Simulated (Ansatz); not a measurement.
Given:

Cu₂As:
```cif
data_As2Cu4
_chemical_formula_sum 'As2 Cu4'
_space_group_name_H-M_alt 'P4/nmm :1'
_space_group_IT_number 129
_space_group_name_Hall 'P 4ab 2ab -1ab'
_cell_length_a 3.77725
_cell_length_b 3.77725
_cell_length_c 5.87802
_cell_angle_alpha 90.000
_cell_angle_beta 90.000
_cell_angle_gamma 90.000
loop_
_space_group_symop_operation_xyz
  'x, y, z'
  '-y+1/2, x+1/2, z'
  '-x, -y, z'
  'y+1/2, -x+1/2, z'
  'x+1/2, -y+1/2, -z'
  '-y, -x, -z'
  '-x+1/2, y+1/2, -z'
  'y, x, -z'
  '-x+1/2, -y+1/2, -z'
  'y, -x, -z'
  'x+1/2, y+1/2, -z'
  '-y, x, -z'
  '-x, y, z'
  'y+1/2, x+1/2, z'
  'x, -y, z'
  '-y+1/2, -x+1/2, z'
loop_
_atom_site_label
_atom_site_type_symbol
_atom_site_symmetry_multiplicity
_atom_site_Wyckoff_symbol
_atom_site_fract_x
_atom_site_fract_y
_atom_site_fract_z
_atom_site_occupancy
As1 As 2 c 0.50000 0.00000 0.28637 1
Cu1 Cu 2 a 0.00000 0.00000 0.00000 1
Cu2 Cu 2 c 0.00000 0.50000 0.30077 1
```

This is the r²SCAN-relaxed structure.

All from the program Ansatz at the r²SCAN level (PAW), unless another level is named. Estimate the electronic character.

metallic (no gap).

What about the density of states at the Fermi level?

0.33 states/eV per atom (mean over ±0.08 eV).

The workflow started from an entry of the Crystallography Open Database (COD). Its standing as an ambient phase is unchecked. The r²SCAN relaxation kept the symmetry of its start; its stability against distortions is not shown here. No spin polarisation was allowed. Spin–orbit coupling is left out wherever it is not named.

Potentials: the later of the program's two PAW sets.
